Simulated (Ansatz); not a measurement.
Data sheet: Mg₂H₆Os (DFT)

Mg$_{2}$H$_{6}$Os:
```
CELL_PARAMETERS angstrom
      0.00000     3.32187     3.32187
      3.32187     0.00000     3.32187
      3.32187     3.32187     0.00000
ATOMIC_POSITIONS crystal
  Mg 0.75000 0.75000 0.75000
  Mg 0.25000 0.25000 0.25000
  H  0.74661 0.74661 0.25339
  H  0.25339 0.25339 0.74661
  H  0.25339 0.74661 0.74661
  H  0.74661 0.25339 0.25339
  H  0.74661 0.25339 0.74661
  H  0.25339 0.74661 0.25339
  Os 0.00000 0.00000 0.00000
```

Space group Fm-3m (No. 225); conventional cell a = b = c = 6.6437 Å, α = β = γ = 90.00°.

Method: r²SCAN in the plane-wave PAW code Ansatz. Geometry: relaxed at this level of theory. Other levels are named where they apply.

**Cell and energy**

- Volume per atom: 8.15 Å³
- Density: 5.55 g/cm³
- Formation energy from the elements (no fitted shifts): -0.40 eV/atom

**Electronic structure**

Band gap: 3.82 eV (smallest direct gap 3.83 eV)
Valence-band maximum: at W
Conduction-band minimum: on the Γ–X line, 85 % of the way from Γ (6 equivalent valleys)
Electron effective mass: 0.53, 0.53, 3.0 mₑ (principal values)
Electron effective mass with spin–orbit coupling: 0.55, 0.55, 2.3 mₑ (principal values)
Weight of the conduction-edge state by species (Voronoi cells): H 59 %, Os 36 %, Mg 5 %
Hole effective mass with spin–orbit coupling: 3.9, 3.9, 7.0 mₑ (principal values)
Weight of the valence-edge state by species (Voronoi cells): Os 59 %, H 37 %, Mg 4 %
HSE06 gap on the r²SCAN cell: 4.65 eV
Gap with spin–orbit coupling: 3.67 eV

**Mechanics**

Bulk modulus (Birch–Murnaghan fit): 83.6 GPa
Pressure derivative B′: 3.9
Elastic constants (relaxed ions, GPa): C11 = 164, C12 = 43.4, C44 = 57.6
Mechanical stability: stable (all eigenvalues of C positive)
Hill bulk and shear moduli: 83.7 and 58.8 GPa
Young's modulus: 143 GPa
Poisson's ratio: 0.22
Debye temperature from the elastic constants: 533 K

**Dielectric response**

- Electronic dielectric constant ε∞ (DFPT) = 4.68
- Born charges (a third of the trace) = Mg +2.15, H -0.11, Os -3.65 e

**Phonons**

* **Highest zone-centre frequency (without LO–TO term)**: 2150 cm⁻¹
* **Zone-centre stability**: unstable, softest mode 115i cm⁻¹
* **Dynamical stability on the path**: unstable, down to 115i cm⁻¹

**Charges**

* **Bader charges**: Mg +1.71, H -0.49, Os -0.49 e

The first step of the workflow began from a Materials Project structure, measured or hypothetical; the Crystallography Open Database copy checked does not list it. Whether it is the stable phase at ambient conditions was not checked. Symmetry was held in the r²SCAN relaxation. No spin polarisation was allowed. The references are the lowest solids computed at this level, not always the standard phases (solids in place of the gases). Spin–orbit coupling is left out wherever it is not named.

Potentials: the later of the program's two PAW sets.
